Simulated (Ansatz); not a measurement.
Molecular dynamics on a 2×2×2 supercell (24 atoms) of Be2Si (antifluorite), relaxed with r2SCAN. Forces come from PBEsol in the plane-wave code Ansatz: Langevin thermostat and barostat (NPT), 2200 K, steps of 1 fs. Computed, non-magnetic; the trajectory is short and the cell small, so nothing here is a converged average. The structure comes from a prototype and may be hypothetical.

```yaml
crystal:
  lattice:
    - [0.0, 5.282766093, 5.282766093]
    - [5.282766093, 0.0, 5.282766093]
    - [5.282766093, 5.282766093, 0.0]
  atoms:
    - { symbol: Si, position: [0.0, 0.0, 0.0] }
    - { symbol: Be, position: [0.125, 0.125, 0.125] }
    - { symbol: Be, position: [0.375, 0.375, 0.375] }
    - { symbol: Si, position: [0.0, 0.0, 0.5] }
    - { symbol: Be, position: [0.125, 0.125, 0.625] }
    - { symbol: Be, position: [0.375, 0.375, 0.875] }
    - { symbol: Si, position: [0.0, 0.5, 0.0] }
    - { symbol: Be, position: [0.125, 0.625, 0.125] }
    - { symbol: Be, position: [0.375, 0.875, 0.375] }
    - { symbol: Si, position: [0.0, 0.5, 0.5] }
    - { symbol: Be, position: [0.125, 0.625, 0.625] }
    - { symbol: Be, position: [0.375, 0.875, 0.875] }
    - { symbol: Si, position: [0.5, 0.0, 0.0] }
    - { symbol: Be, position: [0.625, 0.125, 0.125] }
    - { symbol: Be, position: [0.875, 0.375, 0.375] }
    - { symbol: Si, position: [0.5, 0.0, 0.5] }
    - { symbol: Be, position: [0.625, 0.125, 0.625] }
    - { symbol: Be, position: [0.875, 0.375, 0.875] }
    - { symbol: Si, position: [0.5, 0.5, 0.0] }
    - { symbol: Be, position: [0.625, 0.625, 0.125] }
    - { symbol: Be, position: [0.875, 0.875, 0.375] }
    - { symbol: Si, position: [0.5, 0.5, 0.5] }
    - { symbol: Be, position: [0.625, 0.625, 0.625] }
    - { symbol: Be, position: [0.875, 0.875, 0.875] }
kpoints:
  mp_grid: { grid: [2, 2, 2] }
hamiltonian:
  xc: pbesol
scf:
  occupations: { method: fermi_dirac, width: 0.19 }
md:
  ensemble: npt_langevin
  temperature: 2200
  timestep: 1.0
  n_steps: 30
  initial_velocities: maxwell_boltzmann
  seed: 782
```

Run as `ansatz run input.yaml --threads 4 --pin off --max-ram 3686MiB --backend cpu --events-out ev --progress --plain --runs-dir out`. Wall time 110 s on 4 threads of Intel(R) Xeon(R) Processor @ 2.50GHz (Skylake/Cascade Lake), with other jobs on the host; peak host memory 0.97 GiB.

```
step  t (fs)  T (K)  free energy F from step 0 (meV/atom)  kinetic energy (meV/atom)  pressure (GPa)  volume (Å³/atom)  largest force (eV/Å)
   0       0   2108                                   0.0                      272.5            1.15             12.29                  0.00
   1       1   1916                                   1.4                      247.7            0.97             12.29                  0.29
   2       2   1886                                   5.3                      243.7            1.07             12.29                  0.58
   3       3   1789                                  11.6                      231.2            1.18             12.28                  0.85
   4       4   1827                                  20.4                      236.2            1.53             12.28                  1.13
   5       5   1813                                  31.7                      234.3            1.90             12.27                  1.43
   6       6   1672                                  44.8                      216.2            2.21             12.27                  1.73
   7       7   1506                                  59.3                      194.7            2.53             12.26                  1.99
   8       8   1328                                  74.2                      171.7            2.86             12.25                  2.21
   9       9   1177                                  89.3                      152.1            3.23             12.24                  2.41
  10      10   1082                                 103.9                      139.8            3.64             12.24                  2.72
  11      11    972                                 117.4                      125.7            3.97             12.23                  3.02
  12      12    858                                 129.5                      110.9            4.25             12.23                  3.30
  13      13    749                                 140.4                       96.9            4.48             12.22                  3.50
  14      14    686                                 149.6                       88.7            4.71             12.22                  3.63
  15      15    686                                 157.7                       88.6            4.98             12.22                  3.73
  16      16    664                                 164.2                       85.8            5.17             12.21                  3.77
  17      17    649                                 168.5                       83.9            5.29             12.21                  3.75
  18      18    639                                 170.6                       82.6            5.35             12.20                  3.69
  19      19    707                                 170.1                       91.4            5.42             12.19                  3.52
  20      20    697                                 166.9                       90.1            5.34             12.19                  3.26
  21      21    773                                 161.1                       99.9            5.28             12.18                  2.96
  22      22    916                                 153.3                      118.4            5.22             12.17                  2.93
  23      23    982                                 145.0                      126.9            5.05             12.16                  2.85
  24      24   1105                                 136.3                      142.8            4.92             12.16                  2.73
  25      25   1223                                 127.7                      158.1            4.77             12.15                  2.65
  26      26   1384                                 119.7                      178.9            4.67             12.15                  2.81
  27      27   1469                                 112.8                      189.9            4.53             12.14                  2.98
  28      28   1482                                 107.0                      191.5            4.33             12.14                  3.12
  29      29   1558                                 102.0                      201.4            4.24             12.13                  3.25
  30      30   1611                                  98.7                      208.2            4.17             12.13                  3.34
```

The temperature starts at 2108 K, is lowest at step 18 (639 K, 18 fs) and ends at 1611 K. The thermostat hasn't had time to restore it. The atoms start on their lattice sites with kinetic energy alone, so much of it first passes into potential energy.

Positions (Å) and forces (eV/Å) at step 30:
```
cell (Å): 0.000 5.261 5.261; 5.261 0.000 5.261; 5.261 5.261 0.000
Si  -0.008   0.209   0.218     0.385  -1.357   0.730
Be   1.588   1.460   1.432    -1.243  -0.603   0.739
Be   4.060   4.284   3.868    -0.769  -1.582  -0.456
Si   2.780   2.472   0.043    -0.770   0.114  -1.029
Be   3.668   4.042   1.203     1.520  -0.065  -0.800
Be   6.702   6.727   4.020    -0.374   0.300  -0.461
Si   2.664   0.034   2.786    -0.130  -0.947   0.880
Be   4.161   1.385   4.073    -0.585   0.348  -1.043
Be   6.510   3.867   6.356     0.246  -0.521   0.333
Si   5.060   2.713   2.383     0.853  -0.711   0.730
Be   6.802   3.642   3.838    -0.870   0.205  -0.255
Be   8.924   6.581   6.738     0.806  -0.059  -0.293
Si  -0.024   2.633   2.603     0.463   0.274  -0.349
Be   1.168   3.923   4.160     0.303  -0.076   0.010
Be   3.755   6.378   6.624     1.558   0.130  -0.136
Si   2.572   5.099   2.527    -2.516   0.467   2.147
Be   3.667   6.714   3.598     0.410  -0.575   0.553
Be   6.703   9.116   6.595    -0.044   0.351   0.103
Si   2.797   2.600   5.276    -0.479   1.678  -0.121
Be   3.937   4.223   6.592     0.561  -0.913  -0.500
Be   6.341   6.592   9.267     0.740   0.365  -0.824
Si   5.433   5.204   5.059    -0.001   1.015   0.390
Be   6.592   6.421   6.522    -0.302   0.990  -0.311
Be   9.295   9.003   9.353     0.240   1.169  -0.038
```
